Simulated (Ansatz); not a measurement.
**Cu₂P₂Os, a known structure type with other elements, at an estimated volume**

```yaml
crystal:
  lattice:
    - [1.88977, 3.27318, 0.00000]
    - [-1.88977, 3.27318, 0.00000]
    - [0.00000, 0.00000, 6.06997]
  atoms:
    - { symbol: P, position: [0.33330, 0.33340, 0.26450] }
    - { symbol: P, position: [0.66670, 0.66660, 0.73550] }
    - { symbol: Cu, position: [0.33330, 0.33340, 0.63700] }
    - { symbol: Cu, position: [0.66670, 0.66660, 0.36300] }
    - { symbol: Os, position: [0.00000, 0.00000, 0.00000] }
```

The numbers come from plane-wave PAW DFT (Ansatz): PBE, no spin polarisation, 420 eV, 10×10×6 Γ-centred k points, fermi-dirac occupations (width 0.1 eV). Nothing was relaxed.

Charges: Bader charges in e: Cu +0.33, P -0.46, Os +0.26. In the mean Cu gives up most and P takes most.
Forces: The largest is on P1 (and as large on other atoms): 3.14 eV/Å, components (0.00, 0.00, -3.14). It makes 180° with the line to a nearest neighbour, Cu3 at 2.26 Å, pointing away from it.
Electronic structure: It is a metal, with about 4.8 states/eV a cell as the mean within 0.25 eV of the Fermi level, mostly Os d (61 %) and P p (20 %).
Formation energy: 0.39 eV an atom against the elements' usual phases (free molecules for gases, crystals otherwise, with no correction for O₂ or N₂), so at this geometry it isn't bound against them. Relaxing would lower it.
Stress: The pressure is -6.6 GPa (compression positive), so with the atoms held at these fractions the cell would first shrink; the forces are large, so a full relaxation may end otherwise. The principal stresses -14.3, -2.7, -2.7 GPa differ, so its shape would change too.

Origin: a known structure type with other elements, at an estimated volume, so it need not be a known compound. Caveats: many states at the Fermi level without spin polarisation, so a magnetic state may lie lower; atoms or cell far from equilibrium.

Cost: 61 s on 1 thread of Intel(R) Xeon(R) Platinum 8375C CPU @ 2.90GHz (Ice Lake), on a shared host, peak memory 0.59 GiB (start from a saved density). The time holds forces, stress, Bader, DOS, bands, ELF.
